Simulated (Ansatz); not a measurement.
A geometry of Au away from equilibrium: step 2 of the relaxation of a relaxed Au cell, doubled along one cell vector, shaken by Gaussian noise of σ = 0.08 Å a coordinate. Level of theory: r2SCAN (plane waves to 500 eV, PAW, scalar-relativistic; Ansatz, a program for electronic structure). Γ-centred k-mesh 7×14×14 on the run's cell (coarser than for final values), Fermi–Dirac smearing 0.05 eV. The plane waves were selected for a different cell earlier on the path.

```
CELL_PARAMETERS angstrom
     -3.24928     3.16165     3.16285
      1.63554    -1.63983     1.65133
      1.63463     1.64982    -1.64043
ATOMIC_POSITIONS crystal
  Au 0.96411 0.92398 0.94119
  Au 0.50975 0.94991 0.00349
```

Problem. Give the Cartesian forces on all atoms (eV/Å).

Solution. 
```
atom     Fx     Fy     Fz
----  -----  -----  -----
Au1   -0.12   1.56   1.57
Au2    0.12  -1.56  -1.57
```

The path ends in I4/mmm (No. 139) at a tolerance of 0.01 Å, Fm-3m (No. 225) at 0.1 Å. No spin polarisation in the result.

The run could not lose the symmetry of its start, so the end can be a saddle point.

The end of the path is a generated cell of Au: the first start was made by placing the elements on the sites of a structure type, and the end was not matched to a known phase here, so it may be hypothetical. Known forms of Au include space group No. 225.
